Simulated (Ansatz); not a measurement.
Values for one crystal, relaxed and computed with r²SCAN in the plane-wave PAW code Ansatz; other levels are named.

| Property | Result |
|---|---|
| Volume per atom | 19.34 Å³ |
| Electronic character | metallic (no gap) |
| Pressure derivative B′ | 4.5 |
| Formation energy from the elements (no fitted shifts) | -0.37 eV/atom |
| Density of states at the Fermi level | 0.49 states/eV per atom (mean over ±0.08 eV) |
| Bulk modulus (Birch–Murnaghan fit) | 74.4 GPa |

Problem. Which compound is it?
(A) GdZn, CsCl type
(B) LaBi, rock salt
(C) LaZn4, Cmcm (La on 4c, Zn on 4c, Zn on 4c, Zn on 8e)
(D) LaGa, Cmcm (La on 4c, Ga on 4c)

Solution. C, LaZn4, Cmcm (La on 4c, Zn on 4c, Zn on 4c, Zn on 8e)

The workflow started from an entry of the Crystallography Open Database (COD, 296 K). Whether it is the stable phase at ambient conditions was not checked. The r²SCAN relaxation kept the symmetry of its start; whether a distortion lowers the energy is not shown. The references are the lowest solids computed at this level, not always the standard phases. Spin–orbit coupling is left out wherever it is not named.

Potentials: the later of the program's two PAW sets.
